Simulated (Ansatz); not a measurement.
Starting cell, BN (h-BN type, space group P6_3/mmc):

```xyz
4
Lattice="2.5006 0.0000 0.0000 -1.2503 2.1656 0.0000 0.0000 0.0000 6.5259" Properties=species:S:1:pos:R:3 pbc="T T T"
B      0.0000     1.4437     1.6315
B      1.2503     0.7219     4.8944
N      0.0000     1.4437     4.8944
N      1.2503     0.7219     1.6315
```

In this cell atom 1 (B, nearest neighbour N at 1.444 Å; its periodic images, 2.5 Å or more away, move with it) is moved by u·(1.000, 0.000, 0.000) + v·(0.000, 0.000, 1.000); the rest is frozen.

Method: r2SCAN+rVV10 (plane waves to 500 eV, PAW, scalar-relativistic; Ansatz, a program for electronic structure). k mesh 12×12×4 (Γ-centred), Fermi-Dirac smearing 0.05 eV. Points where atoms come too close for the PAW data are left out (x in tables, blank in figures). Fu and Fv are the components of the force on the atom. BN was relaxed with its symmetry unable to fall. 

| Fv (eV/Å) | u = -0.480 | u = -0.240 | u = 0.000 | u = 0.240 | u = 0.480 |
|---|---|---|---|---|---|
| v = -0.480 | x | [?] | [?] | [?] | x |
| v = -0.240 | x | 2.27 | 3.44 | 2.27 | x |
| v = 0.000 | x | 0.00 | 0.00 | 0.00 | x |
| v = 0.240 | x | -2.27 | -3.44 | -2.27 | x |
| v = 0.480 | x | [?] | [?] | [?] | x |

Problem. Complete the blanks.

Solution. 
- v = -0.480, u = -0.240: 5.40
- v = -0.480, u = 0.000: 7.03
- v = -0.480, u = 0.240: 5.40
- v = 0.480, u = -0.240: -5.40
- v = 0.480, u = 0.000: -7.03
- v = 0.480, u = 0.240: -5.40

(For displaced atoms, the force is minus the slope of the energy, and its curvature is a force constant, which sets phonon frequencies.)
